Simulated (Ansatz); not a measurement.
**Calculated field gradients at the nuclei for SiO₂ at a changed volume**

The cell is a COD entry, relaxed with PBE at fixed cell and then changed (volume scaled by 1.06, ions relaxed).

```
Si O
1.0
     4.24842    0.00000    0.00000
     0.00000    4.24842    0.00000
     0.00000    0.00000    2.71676
Si O
2 4
Direct
  0.00000 0.00000 0.00000
  0.50000 0.50000 0.50000
  0.30732 0.30732 0.00000
  0.19268 0.80732 0.50000
  0.69268 0.69268 0.00000
  0.80732 0.19268 0.50000
```

Atoms are numbered from 1 in the order listed; like atoms form one site, named after its first atom.

Level of theory: DFT, PBE, plane waves and PAW, scalar-relativistic, 420 eV cutoff, Γ-centred 7×7×11 k-points, Fermi–Dirac smearing 0.02 eV (Ansatz 0.2.0).

Conventions: |V_zz| ≥ |V_yy| ≥ |V_xx|, η = (V_xx − V_yy)/V_zz, C_Q = eQV_zz/h. Directions are in the Cartesian axes of the cell vectors above, for the atom listed; none is given where the gradient is under 0.02 or η is above 0.95.

```csv
site,first atom,first shell,V_zz (10²¹ V/m²),η,"direction of V_zz (x, y, z)"
Si,1,6 O at 1.78–1.85 Å,2.05,0.58,0.71 0.71 0.00
O,3,3 Si at 1.78–1.85 Å,-11.55,0.12,0.71 -0.71 0.00
```

At O V_zz stands upright on the plane through its three neighbours (within 1°).
